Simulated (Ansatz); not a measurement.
Tl (hcp, Mg type)

```xyz
2
Lattice="3.6075 0.0000 0.0000 -1.8037 3.1242 0.0000 0.0000 0.0000 5.5767" Properties=species:S:1:pos:R:3 pbc="T T T"
Tl     0.0000     2.0828     4.1826
Tl     1.8037     1.0414     1.3942
```

The slice is a (0001) plane (indices of the conventional cell) through the point (0.667, 0.333, 0.250) (fractional), spanned by u = [110] and v = [1 -1 0] in vectors of this cell: u (3.61 Å) and v (6.25 Å, at 90° to u). It covers one period; positions are fractions (u, v).

All values below come from PBE (plane waves to 420 eV, PAW, scalar-relativistic; Ansatz, a program for electronic structure). k mesh 15×15×9. These are valence fields of a PAW run, semicore shells included where kept as valence: close to a nucleus they are smooth pseudo fields. Spin-orbit coupling is left out, though Tl is heavy. The PAW data are Ansatz's earlier set. The relaxed volume of Tl is well above the measured one; the method has no dispersion term. Tl was relaxed with its symmetry unable to fall.

Q: What is the valence density on the shortest Tl–Tl line in this plane (3.61 Å), at its midpoint?

A: 0.09 e/Å³.

Q: What is the ELF at the midpoint of the shortest Tl–Tl line in this plane (3.61 Å)?

A: 0.14.

Q: Predict the map of the electrostatic potential energy of an electron, from the cell's mean on the slice.

A: 
```
|xxxxxxxxxx  **%%@@%%**  xxxxxxxx|
|xxxxxxxx  ::**%%@@%%**::  xxxxxx|
|xxxxxxxx  ==##@@@@@@##==  xxxxxx|
|xxxx    ==##%%@@@@@@%%##==    xx|
|    ::==**%%@@@@@@@@@@%%**==::  |
|++++**##%%@@@@@@@@@@@@@@%%##**++|
|%%%%%%%%%%%%%%%%%%%%%%%%%%%%%%%%|
|@@@@@@@@%%##**++++++**##%%@@@@@@|
|@@@@@@%%**==::      ::==**%%@@@@|
|@@@@%%##==    xxxxxx    ==##%%@@|
|@@@@##==  xxxxxxxxxxxxxx  ==##@@|
|@@%%**::  xxxxxxxxxxxxxx  ::**%%|
|@@%%**  xxxxxxxxxxxxxxxxxx  **%%|
|%%%%++  xxxxxxxxxxxxxxxxxx  ++%%|
|@@%%**  xxxxxxxxxxxxxxxxxx  **%%|
|@@%%**::  xxxxxxxxxxxxxx  ::**%%|
|@@@@##==  xxxxxxxxxxxxxx  ==##@@|
|@@@@%%##==    xxxxxx    ==##%%@@|
|@@@@@@%%**==::      ::==**%%@@@@|
|@@@@@@@@%%##**++++++**##%%@@@@@@|
|%%%%%%%%%%%%%%%%%%%%%%%%%%%%%%%%|
|++++**##%%@@@@@@@@@@@@@@%%##**++|
|    ::==**%%@@@@@@@@@@%%**==::  |
|xxxx    ==##%%@@@@@@%%##==    xx|
|xxxxxxxx  ==##@@@@@@##==  xxxxxx|
|xxxxxxxx  ::**%%@@%%**::  xxxxxx|
|xxxxxxxxxx  **%%@@%%**  xxxxxxxx|
|xxxxxxxxxx  ++%%%%%%++  xxxxxxxx|
```
Scale: ten equal steps from -2.00 (start of ' ') to 6.91 (end of '@'), in the order ' .:-=+*#%@'. Values: electrostatic potential energy of an electron, from the cell's mean, in eV. The map has 16 points along u (two characters each, u = 0 at the left) and 28 along v (v = 0 in the bottom row). Points within 1 Å of a nucleus are blanked (x), as the pseudised field means little there. Values under -2 eV are set to -2. The zero, the cell's mean, hangs on the PAW cores.
